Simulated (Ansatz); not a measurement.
Relaxed WSe2 (2H-MoS2 type, space group P6_3/mmc):

```xyz
6
Lattice="3.2999 0.0000 0.0000 -1.6499 2.8578 0.0000 0.0000 0.0000 13.1513" Properties=species:S:1:pos:R:3 pbc="T T T"
W      0.0000     1.9052     3.2878
W      1.6499     0.9526     9.8635
Se     0.0000     1.9052     8.1980
Se     1.6499     0.9526     1.6224
Se     1.6499     0.9526     4.9533
Se     0.0000     1.9052    11.5289
```

In this cell atom 5 (Se, nearest neighbour W at 2.531 Å; its periodic images, 3.3 Å or more away, move with it) is moved by u·(0.707, 0.707, 0.000) + v·(0.000, 0.000, 1.000); the rest is frozen.

The numbers are results of r2SCAN+rVV10 (plane waves to 500 eV, PAW, scalar-relativistic; Ansatz, a first-principles code), not measurements. k mesh 9×9×2 (Γ-centred), Fermi-Dirac smearing 0.05 eV. Points where atoms come too close for the PAW data are left out (x in tables, blank in figures). As the smearing reaches across the gap at some points, energies and forces of such displacements shift with the k mesh and the smearing. Fu and Fv are the components of the force on the atom. Spin-orbit coupling is left out, though W is heavy. WSe2 is run without spin polarisation. WSe2 was relaxed with its symmetry unable to fall. 

Question: What Fu (eV/Å) does the calculation give at all points of the grid u = -0.840, -0.420, 0.000, 0.420, 0.840 by v = -0.840, -0.420, 0.000, 0.420, 0.840?

Answer: Fu (eV/Å), with u across and v down:

```tsv
v \ u	-0.840	-0.420	0.000	0.420	0.840
-0.840	x	x	x	x	x
-0.420	x	x	0.00	x	x
0.000	2.66	3.02	0.00	-4.45	x
0.420	1.00	1.15	0.00	-1.36	-1.73
0.840	0.23	0.26	0.00	-0.20	-0.46
```

(For displaced atoms, the force is minus the slope of the energy, and its curvature is a force constant, which sets phonon frequencies.)
